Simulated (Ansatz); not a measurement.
Cu$_{3}$Au:
```
CELL_PARAMETERS angstrom
      3.71331     0.00000     0.00000
      0.00000     3.71331     0.00000
      0.00000     0.00000     3.71331
ATOMIC_POSITIONS crystal
  Au 0.00000 0.00000 0.00000
  Cu 0.00000 0.50000 0.50000
  Cu 0.50000 0.00000 0.50000
  Cu 0.50000 0.50000 0.00000
```

Relaxed with PBEsol. Special points in fractions of this cell's reciprocal vectors: Γ (0.000, 0.000, 0.000); X (0.000, 0.500, 0.000); M (0.500, 0.500, 0.000); R (0.500, 0.500, 0.500).

Task: List the band energies nearest the Fermi level at these points for PBEsol with spin–orbit coupling in the plane-wave PAW code Ansatz.

Result: In eV from the Fermi level; about four levels below and three above (degenerate sets whole), none deeper than 8.9 eV; points with the same levels are listed once.

```tsv
k	below	above
Γ	-1.36 -1.36 -1.36 -1.36 -1.18 -1.18	0.57 0.57 1.24 1.24 1.24 1.24
X	-1.59 -1.59 -1.41 -1.41	5.26 5.26 6.07 6.07
M	-0.53 -0.53 -0.43 -0.43	0.35 0.35 8.57 8.57
R	-1.06 -1.06 -1.06 -1.06	2.52 2.52 4.12 4.12 4.12 4.12
```

Space group Pm-3m (Cu3Au type). The cell was relaxed with PBEsol under the symmetry of its start. The run is not spin-polarised.

Potentials: the later of the program's two PAW sets.
